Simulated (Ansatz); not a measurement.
**Vibrations of Ir (Fm-3m) by finite displacements**

```yaml
crystal:
  lattice:
    - [0.00000, 1.91540, 1.91540]
    - [1.91540, 0.00000, 1.91540]
    - [1.91540, 1.91540, 0.00000]
  atoms:
    - { symbol: Ir, position: [0.00000, 0.00000, 0.00000] }
```

The conventional cell has a = 3.831 Å, b = 3.831 Å, c = 3.831 Å, α = 90.00°, β = 90.00°, γ = 90.00°. Ir (atom 1) has 12 Ir at 2.71 Å as nearest neighbours.

Unless marked otherwise, the numbers come from PBEsol, PAW on Ansatz 0.2.0's default frozen-core files (fitted under PBE), scalar-relativistic. k mesh 20×20×20, Fermi-Dirac smearing of 0.100 eV, cutoff 420 eV. The cell was relaxed by PAW under this functional.

Atoms are displaced by 0.0025 Å in the smallest supercells that hold the wave vectors of a 4×4×4 mesh. Negative values stand for unstable modes.

(1) What are the phonon energies at the solved wave vectors, in cm⁻¹?

(2) Is the structure dynamically stable at these wave vectors?

(3) The cell is scaled evenly to 13.633 and 14.476 Å³ (from 14.054), with free atoms relaxed and the shape held. What are the mode Grüneisen parameters γ = −d ln ω/d ln V?

Answers

(1) 

```
                 q  point         modes (cm⁻¹)
 0.250 0.000 0.000      –     87.7 (×2), 168.9
 0.500 0.000 0.000      L    115.9 (×2), 201.6
 0.250 0.250 0.000      –    115.6 (×2), 182.3
 0.500 0.250 0.000      –  137.0, 152.8, 187.4
-0.250 0.250 0.000      –  127.7, 142.4, 188.6
 0.500 0.500 0.000      X    147.4 (×2), 194.0
-0.250 0.500 0.250      W    162.2, 167.1 (×2)
```

(2) Yes, no mode is unstable there; wave vectors off this mesh aren't tested.

(3) For the highest mode, 219.9 cm⁻¹ in the small cell and 184.0 in the large one give γ ≈ 2.97. From the change of the dynamical matrix on each mode:

```csv
point,cm⁻¹,γ
0.25/0/0,87.7,1.90
0.25/0/0,168.9,2.49
L,115.9,2.01
L,201.6,2.97
0.25/0.25/0,115.6,2.32
0.25/0.25/0,182.3,2.20
0.5/0.25/0,137.0,2.26
0.5/0.25/0,152.8,2.62
0.5/0.25/0,187.4,2.90
-0.25/0.25/0,127.7,1.88
-0.25/0.25/0,142.4,2.90
-0.25/0.25/0,188.6,2.65
X,147.4,2.53
X,194.0,3.01
W,162.2,2.46
W,167.1,2.97
```

Weighted by the modes' heat capacities at 300 K, the mean on this mesh is 2.48; it moves with the q mesh, and a coarse one overweights the zone boundary.

Caveats: frozen-core PAW files fitted under PBE, their cores solved anew for the functional of the run; responses of metals move with mesh and smearing; no spin-orbit coupling on heavy atoms.
